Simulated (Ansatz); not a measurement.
The start is a generated cell, WS2 placed in the AFLOW prototype A2B_hP9_150_ef_bd (C22, as in Fe2P). The structure is fully relaxed (lattice and positions, P = 0) with PBE (plane waves to 420 eV, PAW, scalar-relativistic; Ansatz, an electronic-structure program). The first steps use a coarse 4×4×6 k-mesh.

Initial structure:
```
WS2
1.0
    6.85102     0.00000     0.00000
   -3.42551     5.93316     0.00000
    0.00000     0.00000     4.04035
S W
6 3
Direct
  0.26000   0.00000   0.00000
  0.00000   0.26000   0.00000
  0.74000   0.74000   0.00000
  0.60000   0.00000   0.50000
  0.00000   0.60000   0.50000
  0.40000   0.40000   0.50000
  0.00000   0.00000   0.50000
  0.33333   0.66667   0.87500
  0.66667   0.33333   0.12500
```

**Question.** What pressure does the first self-consistent step give?

**Answer.** -18 GPa (negative: the cell is under tension).

**Question.** Which atoms feel the largest initial force, and how large is it?

**Answer.** About 1.2 eV/Å, on W8, W9 (atoms numbered as listed).

**Question.** By how much does the energy per atom fall from start to end?

**Answer.** 0.26 eV/atom.

**Question.** How do the shortest distances between atoms change?

**Answer.** The closest pairs of elements (up to four, under 3.6 Å), start → end: S–W 2.58 → 2.34 Å; S–S 3.08 → 3.02 Å.

**Question.** What band gap does the relaxed structure have at this level?

**Answer.** No gap (metallic).

**Question.** What does it relax into? Give the structure.

**Answer.** 
Space group P321 (No. 150); a = 6.3247 Å, b = 6.3247 Å, c = 4.3840 Å, α = 90.00°, β = 90.00°, γ = 120.00°

```csv
atom,site,symmetry,x,y,z
S,3e,.2.,0.0000,0.2756,0.0000
S,3f,.2.,0.3753,0.3753,0.5000
W,1b,32.,0.0000,0.0000,0.5000
W,2d,3..,0.6667,0.3333,0.2199
```

The space group stays P321 (No. 150) (the run could not lower it); the end is AFLOW prototype A2B_hP9_150_ef_bd (C22, as in Fe2P), with 9 atoms in the primitive cell. Final values are on a 9×9×11 k-mesh of the relaxed cell. No spin polarisation in the result.

The run could not lower the symmetry of its start; a shaken copy of this end point relaxes with PBE to C2/m (No. 12), 0.43 eV/atom lower.

The relaxed structure here is a generated cell of WS2: the first start was made by placing the elements on the sites of a structure type, and the end was not matched to a known phase here, so it may be hypothetical. Known forms of WS2 include space group No. 194.
